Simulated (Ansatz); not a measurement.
## Scan of one atom of the cell for Pt (fcc, Cu type)

Pt (fcc, Cu type)

```xyz
4
Lattice="3.9701 0.0000 0.0000 0.0000 3.9701 0.0000 0.0000 0.0000 3.9701" Properties=species:S:1:pos:R:3 pbc="T T T"
Pt     0.0000     0.0000     0.0000
Pt     1.9850     1.9850     0.0000
Pt     1.9850     0.0000     1.9850
Pt     0.0000     1.9850     1.9850
```

In each cell atom 1 (Pt, nearest neighbour Pt at 2.807 Å; its periodic images, 4.0 Å or more away, move with it) moves by s·(0.577, 0.577, 0.577) (along Cartesian [111]), the rest being held.

Calculation: PBE (plane waves to 420 eV, PAW, scalar-relativistic; Ansatz, a first-principles code). k mesh 10×10×10 (Γ-centred), Fermi-Dirac smearing 0.05 eV. The energy includes the smearing's −TS. Stress and pressure are positive under compression. With partly filled bands, energies and forces of such displacements shift with the k mesh and the smearing. F∥ is the force on the atom along that direction. Pt is run without spin polarisation. Pt was relaxed with its symmetry unable to fall. Spin-orbit coupling is left out, though Pt is heavy. The PAW data are Ansatz's earlier set. ΔE is measured from the undisplaced structure.

```json
[
 {"s (Å)": "-0.840", "ΔE (eV/cell)": "6.154", "P (GPa)": "58.2", "F∥ (eV/Å)": "20.646"},
 {"s (Å)": "-0.672", "ΔE (eV/cell)": "3.361", "P (GPa)": "34.4", "F∥ (eV/Å)": "13.022"},
 {"s (Å)": "-0.504", "ΔE (eV/cell)": "1.643", "P (GPa)": "18.0", "F∥ (eV/Å)": "7.747"},
 {"s (Å)": "-0.336", "ΔE (eV/cell)": "0.663", "P (GPa)": "7.7", "F∥ (eV/Å)": "4.186"},
 {"s (Å)": "-0.168", "ΔE (eV/cell)": "0.160", "P (GPa)": "1.9", "F∥ (eV/Å)": "1.922"},
 {"s (Å)": "0.000", "ΔE (eV/cell)": "0.000", "P (GPa)": "0.0", "F∥ (eV/Å)": "0.000"},
 {"s (Å)": "0.168", "ΔE (eV/cell)": "0.160", "P (GPa)": "1.9", "F∥ (eV/Å)": "-1.922"},
 {"s (Å)": "0.336", "ΔE (eV/cell)": "0.663", "P (GPa)": "7.7", "F∥ (eV/Å)": "-4.186"},
 {"s (Å)": "0.504", "ΔE (eV/cell)": "1.643", "P (GPa)": "18.0", "F∥ (eV/Å)": "-7.747"},
 {"s (Å)": "0.672", "ΔE (eV/cell)": "3.361", "P (GPa)": "34.4", "F∥ (eV/Å)": "-13.022"},
 {"s (Å)": "0.840", "ΔE (eV/cell)": "6.154", "P (GPa)": "58.2", "F∥ (eV/Å)": "-20.646"}
]
```

Read from the data:

The energy at s = 0.840 Å comes out as 6154 meV/cell, the force along the line at s = -0.840 Å is 20.6 eV/Å and the force constant k = d²E/ds² at s = 0 (finite differences) comes out as 11.1 eV/Å². Symmetry of the curve: even: the same for both signs. Shape of the curve: a single well with its minimum at or next to zero displacement. Harmonic estimate at the end of the scan: ½ks² = 3916 meV/cell against the computed 6154 meV/cell, so the well is stiffer than harmonic there.

The 11 points together took around 6 core-minutes (rough).

(A displaced cell: forces are minus the slopes of the energy, force constants its curvatures, and phonons follow from these.)
